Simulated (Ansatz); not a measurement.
A relaxed cell of HoSi2O is given with its symmetry left out. The cell was found from a structure generator's guess, not taken from experiment.

Theory: DFT PBE, scalar-relativistic, plane waves, PAW, and for the lanthanide a 4f-in-core norm-conserving potential, in Ansatz. Cutoff 690 eV, Γ-centred mesh, Gaussian smearing, no spin polarisation.

```
Ho Si O
1.0
     4.14552    0.00000    0.00000
     0.00000    4.14552    0.00000
     0.00000    0.00000    4.57966
Ho Si O
1 2 1
Direct
  0.00000 0.00000 0.50000
  0.50000 0.00000 0.00000
  0.00000 0.50000 0.00000
  0.00000 0.00000 0.00000
```

The zero of energy is the elements' standard structures at the same level (O₂ as a molecule); no fitted shifts are applied.

Problem. Find its symmetry and describe it.

Solution. P4/mmm (No. 123). Conventional cell: a = 4.146 Å, c = 4.580 Å. Ho has 2 O at 2.29 Å and 8 Si at 3.09 Å; Si is surrounded by 2 O at 2.07 Å, 4 Si at 2.93 Å and 4 Ho at 3.09 Å; around O lie 4 Si at 2.07 Å and 2 Ho at 2.29 Å.

Problem. How far does it lie from the elements in energy?

Solution. −0.50 eV/atom.

Problem. Is it a metal?

Solution. Yes, bands cross the Fermi level on the 12×12×10 mesh.

The last run used a 12×12×10 mesh (in the run's order of axes) for its 4-atom cell and Gaussian smearing of 0.10 eV. An odd number of valence electrons (the lanthanide is held trivalent, its 4f shell in the core) allows no gap without spin; another valence of the lanthanide, a larger cell or a magnetic state could open one. A structure relaxed within its symmetry needn't be a true minimum. Another cell of HoSi2O relaxed alike, in P6/mmm, lies 260 meV/atom lower, so this cell isn't the stable form at this level.

The lanthanide is trivalent by construction, without f bands, f moments or other valences. The reference runs of the other elements, and any phases without the lanthanide, used 420 eV, which shifts energies against them by under 10 meV/atom. The lanthanide's reference is the lowest of its hcp, dhcp and fcc cells.
